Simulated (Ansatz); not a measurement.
A distorted cell of InSb (zinc blende):

```
CELL_PARAMETERS angstrom
      0.00000     3.31730     3.05192
      3.31730     0.00000     3.05192
      3.31730     3.31730     0.00000
ATOMIC_POSITIONS crystal
  Sb 0.75000 0.75000 0.75000
  In 0.00000 0.00000 0.00000
```

Method: PBE (plane waves to 420 eV, PAW, scalar-relativistic; Ansatz, an electronic-structure program). k mesh 12×12×12 (Γ-centred), Fermi-Dirac smearing 0.05 eV. Energies are smeared free energies. Stress and pressure are positive under compression. With partly filled bands, the response to shear is sensitive to the k mesh, so small differences along c/a are uncertain. At this level the bands of InSb touch or barely overlap; measurements give the solid a gap. InSb was relaxed with its symmetry unable to fall. Spin-orbit coupling is left out, though Sb is heavy.

Question: What is the stress tensor (GPa)?

Answer: 
```
    3.1      0.0      0.0
    0.0      3.1      0.0
    0.0      0.0      4.8
```
The pressure, a third of the trace, is 3.6 GPa.

Question: It is the relaxed cell deformed to V/V₀ = 0.920, (c/a)/(c/a)₀ = 0.920, c along z, fractional positions held. What is its energy relative to the relaxed cell?

Answer: 43 meV/atom.

(A scan under strain: stresses follow from slopes of the energy per volume, elastic moduli from its curvatures.)
